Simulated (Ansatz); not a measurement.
SrTaO3 (cubic perovskite, Pm-3m), plane-wave PAW LDA (Ansatz code), all energies at zero smearing, with the estimated change up to a 700 eV cutoff added, with one set of potentials and settings (totals compare only within such a set). Cell of 5 atoms (1 Sr, 1 Ta, 3 O): -14800.254 eV.

```tsv
element	reference phase	E (eV/atom)
Sr	Fm-3m, 1 atoms in the cell	-3444.3169
Ta	Im-3m, 1 atoms in the cell	-9682.6136
O	C2/m, 4 atoms in the cell, spin-polarised	-552.6518
```

Formation energy per atom, worked out: (-14800.254 − 1×(-3444.3169) − 1×(-9682.6136) − 3×(-552.6518))/5 = -3.074 eV/atom (-297 kJ per mol of atoms), at 0 K, without zero-point energy or fitted corrections.

The first step of the workflow began from a Materials Project structure, measured or hypothetical; the Crystallography Open Database copy checked does not list it. Its standing as an ambient phase is unchecked. The cell was relaxed with LDA under the symmetry of its start; whether a distortion lowers the energy is not shown. The run is not spin-polarised. The references are the lowest solids computed at this level, not always the standard phases (solids in place of the gases). Spin–orbit coupling is left out wherever it is not named.

Potentials: the later of the program's two PAW sets.
